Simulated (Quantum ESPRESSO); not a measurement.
## Band energies of Se

```
CELL_PARAMETERS angstrom
      4.05775     0.00000     0.00000
     -2.02888     3.51412     0.00000
      0.00000     0.00000     5.13460
ATOMIC_POSITIONS crystal
  Se 0.24829 0.00000 0.33333
  Se 0.00000 0.24829 0.66667
  Se 0.75171 0.75171 0.00000
```

PBE (pw.x of Quantum ESPRESSO, ONCV potentials, no spin-orbit coupling); path ΓMKΓALHA,LM,KH; energies in eV from the valence-band maximum.

| k (1/Å) | point | band 20 | band 21 | band 22 | band 23 | band 24 | band 25 | band 26 | band 27 |
|---|---|---|---|---|---|---|---|---|---|
| 0.00 | Γ | -3.48 | -3.48 | -1.91 | -1.91 | -0.59 | 1.39 | 1.39 | 1.99 |
| 0.22 |  | -3.89 | -3.50 | -1.74 | -1.37 | -0.65 | 1.21 | 1.37 | 2.00 |
| 0.56 |  | -4.68 | -3.92 | -2.35 | -1.42 | -0.94 | 1.39 | 1.61 | 3.03 |
| 0.78 |  | -4.96 | -3.94 | -3.36 | -1.48 | -1.01 | 1.40 | 1.64 | 4.03 |
| 0.89 | M | -5.00 | -3.84 | -3.61 | -1.50 | -1.02 | 1.39 | 1.64 | 4.19 |
| 1.15 |  | -5.12 | -3.65 | -3.49 | -2.17 | -1.86 | 2.14 | 2.62 | 3.96 |
| 1.41 | K | -5.23 | -3.28 | -3.28 | -3.07 | -2.49 | 3.18 | 3.18 | 3.66 |
| 1.51 |  | -5.22 | -3.47 | -3.17 | -2.88 | -2.40 | 2.93 | 3.25 | 3.61 |
| 1.72 |  | -5.21 | -3.61 | -2.67 | -2.28 | -1.98 | 2.36 | 2.80 | 3.12 |
| 2.03 |  | -4.63 | -3.46 | -1.88 | -1.28 | -1.07 | 1.48 | 1.66 | 2.23 |
| 2.34 |  | -3.61 | -3.43 | -1.87 | -1.73 | -0.59 | 1.32 | 1.38 | 1.98 |
| 2.44 | Γ | -3.48 | -3.48 | -1.91 | -1.91 | -0.59 | 1.39 | 1.39 | 1.99 |
| 2.56 |  | -3.66 | -3.26 | -1.94 | -1.82 | -0.62 | 1.32 | 1.32 | 1.88 |
| 2.93 |  | -3.29 | -3.04 | -1.61 | -1.47 | -1.13 | 0.86 | 0.90 | 1.04 |
| 3.05 | A | -3.14 | -3.14 | -1.43 | -1.38 | -1.38 | 0.87 | 0.89 | 0.89 |
| 3.25 |  | -3.37 | -3.29 | -1.79 | -1.63 | -1.34 | 1.06 | 1.21 | 1.59 |
| 3.45 |  | -3.93 | -3.65 | -2.02 | -1.83 | -1.34 | 1.42 | 1.90 | 2.46 |
| 3.75 |  | -4.36 | -4.14 | -2.39 | -1.94 | -0.58 | 1.55 | 2.47 | 2.75 |
| 3.95 | L | -4.40 | -4.27 | -2.47 | -1.99 | -0.13 | 1.25 | 2.43 | 2.90 |
| 4.26 |  | -5.16 | -5.15 | -1.41 | -1.07 | -0.02 | 0.96 | 2.19 | 2.45 |
| 4.46 | H | -5.52 | -5.52 | -1.19 | -0.06 | -0.06 | 0.44 | 2.14 | 2.14 |
| 4.56 |  | -5.51 | -5.38 | -1.23 | -0.24 | -0.20 | 0.67 | 2.18 | 2.18 |
| 4.75 |  | -5.19 | -4.90 | -1.50 | -0.95 | -0.59 | 1.15 | 2.33 | 2.49 |
| 5.03 |  | -4.19 | -4.09 | -1.92 | -1.70 | -1.06 | 1.14 | 2.30 | 2.62 |
| 5.31 |  | -3.33 | -3.29 | -1.77 | -1.65 | -1.29 | 0.93 | 1.33 | 1.47 |
| 5.50 | A | -3.14 | -3.14 | -1.43 | -1.38 | -1.38 | 0.87 | 0.89 | 0.89 |
| 5.50 | L | -4.40 | -4.27 | -2.47 | -1.99 | -0.13 | 1.25 | 2.43 | 2.90 |
| 5.70 |  | -4.89 | -4.00 | -2.24 | -1.95 | -1.01 | 1.68 | 2.45 | 2.89 |
| 6.01 |  | -5.15 | -3.95 | -3.29 | -1.51 | -1.13 | 1.43 | 1.73 | 4.06 |
| 6.11 | M | -5.00 | -3.84 | -3.61 | -1.50 | -1.02 | 1.39 | 1.64 | 4.19 |
| 6.11 | K | -5.23 | -3.28 | -3.28 | -3.07 | -2.49 | 3.18 | 3.18 | 3.66 |
| 6.41 |  | -5.46 | -4.45 | -2.83 | -1.57 | -0.91 | 2.08 | 2.91 | 2.97 |
| 6.72 | H | -5.52 | -5.52 | -1.19 | -0.06 | -0.06 | 0.44 | 2.14 | 2.14 |

The PBE gap is indirect, 0.44 eV, from 80 % of the way from L to H to H; the smallest direct gap is 0.50 eV.

Spin-orbit splittings are left out.

Geometry relaxed with PBE+D3(BJ).
